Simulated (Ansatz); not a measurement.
## Sr₃NbN₃: Electric field gradients

The cell is a computed structure from the Materials Project (it need not be an observed phase), taken as it stands.

Space group P6_3/m (No. 176); a = 7.9672, c = 5.5077 Å, γ = 120.00°.

```csv
site,Wyckoff,site symmetry,x,y,z
Sr,6h,m..,0.8822,0.6435,0.2500
Nb,2c,-6..,0.6667,0.3333,0.7500
N,6h,m..,0.8645,0.6093,0.7500
```

One atom of each set is listed.

Level of theory: DFT, PBE, plane waves and PAW, scalar-relativistic, collinear spin, 420 eV cutoff, Γ-centred 4×4×5 k-points, Fermi–Dirac smearing 0.02 eV (Ansatz 0.2.0). Start moments as typed (μB): 2 on each Nb, none on the rest.

Conventions: |V_zz| ≥ |V_yy| ≥ |V_xx|, η = (V_xx − V_yy)/V_zz, C_Q = eQV_zz/h.

87Sr: I = 9/2, Q = 305.0 mb; 93Nb: I = 9/2, Q = -320.0 mb; ¹⁴N: I = 1, Q = 20.44 mb. Nuclear quadrupole moments: year-2017 set (Pyykkö).

| site | atoms | first shell | V_zz (10²¹ V/m²) | η | C_Q (MHz) |
| --- | --- | --- | --- | --- | --- |
| Sr | 6 | 4 N at 2.59–2.76 Å | 9.08 | 0.27 | 67.0 |
| Nb | 2 | 3 N at 1.96 Å | 26.7 | 0.00 | -207 |
| N | 6 | 1 Nb at 1.96 Å; also 4 Sr at 2.59–2.76 Å | 3.20 | 0.82 | 1.58 |

An axis of threefold or higher order runs through Nb, so V_zz lies along it and η is zero.

The largest force is 0.4 eV/Å, so the atoms aren't at the calculated equilibrium and relaxing them would move these values. Without spin–orbit coupling (the program notes it for Nb and Sr) the gradients can shift somewhat, as the gap is small. The start moments die out, and the run ends without spin.
